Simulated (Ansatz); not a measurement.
LiAl3:
```yaml
crystal:
  lattice:
    - [4.00120, 0.00000, 0.00000]
    - [0.00000, 4.00120, 0.00000]
    - [0.00000, 0.00000, 4.00120]
  atoms:
    - { symbol: Li, position: [0.00000, 0.00000, 0.00000] }
    - { symbol: Al, position: [0.50000, 0.50000, 0.00000] }
    - { symbol: Al, position: [0.00000, 0.50000, 0.50000] }
    - { symbol: Al, position: [0.50000, 0.00000, 0.50000] }
```

Relaxed with PBEsol. Special points in fractions of this cell's reciprocal vectors: Γ (0.000, 0.000, 0.000); X (0.000, 0.500, 0.000); M (0.500, 0.500, 0.000); R (0.500, 0.500, 0.500).

Q: List the band energies nearest the Fermi level at these points for DFT-PBEsol in the program Ansatz with PAW potentials.

A: In eV from the Fermi level; about four levels below and three above (degenerate sets whole), none deeper than 8.9 eV; points with the same levels are listed once.

```
k                                below                above
-  -----------------------------------  -------------------
Γ        -1.98 -1.98 -1.98 -0.70 -0.70  1.26 6.33 6.33 6.33
X              -8.42 -7.04 -0.24 -0.24       0.62 0.62 1.09
M              -6.42 -5.86 -5.86 -3.78       1.51 2.25 2.25
R  -3.84 -3.84 -3.84 -3.38 -3.38 -3.38     0.99 11.87 11.87
```

Space group Pm-3m (Cu3Au type). The workflow started from a Materials Project entry (that database holds measured and hypothetical structures alike); the Crystallography Open Database copy checked does not list it. With Li and Al taken as one species the cell has the higher symmetry Fm-3m, so it may be an ordered model of a mixed-site phase. Whether it is the stable phase at ambient conditions was not checked. The PBEsol relaxation kept the symmetry of its start; of distortions, only those at the zone centre were tested.

Potentials: the later of the program's two PAW sets.
